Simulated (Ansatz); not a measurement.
This Y2ScAs3 structure is the end of a relaxation. The cell was found from a structure generator's guess, not taken from experiment.

The calculation used DFT PBE, scalar-relativistic, plane waves, PAW (Ansatz). Cutoff 420 eV, Γ-centred mesh, Gaussian smearing, collinear spin.

```xyz
6
Lattice="-2.5112 2.5112 7.6440 2.5112 -2.5112 7.6440 2.5112 2.5112 -7.6440" Properties=species:S:1:pos:R:3 pbc="T T T"
Y     0.0000    0.0000    4.8695
Y     0.0000    0.0000   10.4186
Sc    0.0000    0.0000    0.0000
As    0.0000    2.5112    3.8220
As    2.5112    0.0000    3.8220
As    0.0000    0.0000    7.6440
```

Energies over the elements count from the elements' standard structures at the same level, with no fitted energy shifts.

**Question.** What space group does it have?

**Answer.** I4/mmm (No. 139). Conventional cell: a = 5.022 Å, c = 15.288 Å. Y is surrounded by 5 As at 2.72–2.77 Å; around Sc lie 4 As at 3.55 Å; As on a site of symmetry -4m2 has 4 Y at 2.72 Å; around As on a site of symmetry 4/mmm lie 2 Y at 2.77 Å and 4 Sc at 3.55 Å.

**Question.** What is its formation energy per atom?

**Answer.** −0.43 eV/atom.

**Question.** Is it a metal?

**Answer.** Yes, bands cross the Fermi level on the 10×10×10 mesh.

**Question.** Which magnetic moments does it keep?

**Answer.** 0.12 μB per atom net, the space between the atoms included; by site: Sc 0.7 μB.

The last run used collinear spin, a 10×10×10 mesh for its 6-atom cell and Gaussian smearing of 0.10 eV. The reference form of As is held partly by dispersion forces, which this level lacks. The magnetic state reached may not be the lowest. Symmetry constrained the relaxation, so the result can be a saddle point. Another cell of Y2ScAs3 relaxed alike, in P-6m2, lies 223 meV/atom lower, so this cell isn't the stable form at this level.
